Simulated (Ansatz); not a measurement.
Relaxed-ion elastic tensor of Ge in space group Fd-3m (No. 227; Ge on 16d) in GPa (Voigt order), the program Ansatz at the r²SCAN+D4 level (PAW); density 4.63 g/cm³, 26.03 Å³ per atom.

|  | 1 | 2 | 3 | 4 | 5 | 6 |
|---|---|---|---|---|---|---|
| 1 | 55.8 | 47.8 | 47.8 | 0.0 | 0.0 | 0.0 |
| 2 | 47.8 | 55.8 | 47.8 | 0.0 | 0.0 | 0.0 |
| 3 | 47.8 | 47.8 | 55.8 | 0.0 | 0.0 | 0.0 |
| 4 | 0.0 | 0.0 | 0.0 | 37.5 | 0.0 | 0.0 |
| 5 | 0.0 | 0.0 | 0.0 | 0.0 | 37.5 | 0.0 |
| 6 | 0.0 | 0.0 | 0.0 | 0.0 | 0.0 | 37.5 |

### Question
Is the crystal mechanically stable?

### Answer
Yes: the smallest eigenvalue of C is 8.0 GPa.

### Question
Work out the Voigt, Reuss and Hill averages.

### Answer
K_V = 50.5, K_R = 50.5, K_H = 50.5; G_V = 24.1, G_R = 8.6, G_H = 16.4 GPa.

### Question
Give Young's modulus, Poisson's ratio, Pugh's ratio and the universal anisotropy index.

### Answer
E = 9KG/(3K + G) = 44.3 GPa; ν = 0.35; K/G = 3.08 (ductile by the Pugh limit of 1.75); A_U = 5G_V/G_R + K_V/K_R − 6 = 8.94.

### Question
Estimate the sound speeds and the Debye temperature.

### Answer
v_l = √((K + 4G/3)/ρ) = 3950 m/s, v_t = √(G/ρ) = 1880 m/s, mean 2120 m/s; Θ = (h/k)(3n/4πV)^(1/3) v_m = 212 K.

### Question
Give the Zener ratio and Young's modulus along [100], [110] and [111].

### Answer
A = 2C44/(C11 − C12) = 9.34; 1/E = S11 − 2(S11 − S12 − S44/2)Γ with Γ = 0, 1/4, 1/3 gives 11.7, 33.8, 90.2 GPa.

### Question
Solve the Christoffel equation for the three sound speeds along [100], [110], [111].

### Answer
Eigenvalues of C_ijkl n_j n_l equal ρv². In km/s, slowest first: [100] 2.85, 2.85, 3.47; [110] 0.93, 2.85, 4.39; [111] 1.81, 1.81, 4.66.

The workflow started from an entry of the Crystallography Open Database (COD). Its sites differ from those of the usual phase in this space group: another stacking or structure type. Symmetry was held in the r²SCAN+D4 relaxation; whether a distortion lowers the energy is not shown. The volume moved by 132 % from the start of the relaxation. As this level gives no gap, shear constants depend on the k-mesh and smearing (Fermi–Dirac, 0.1 eV here).

Potentials: the later of the program's two PAW sets.
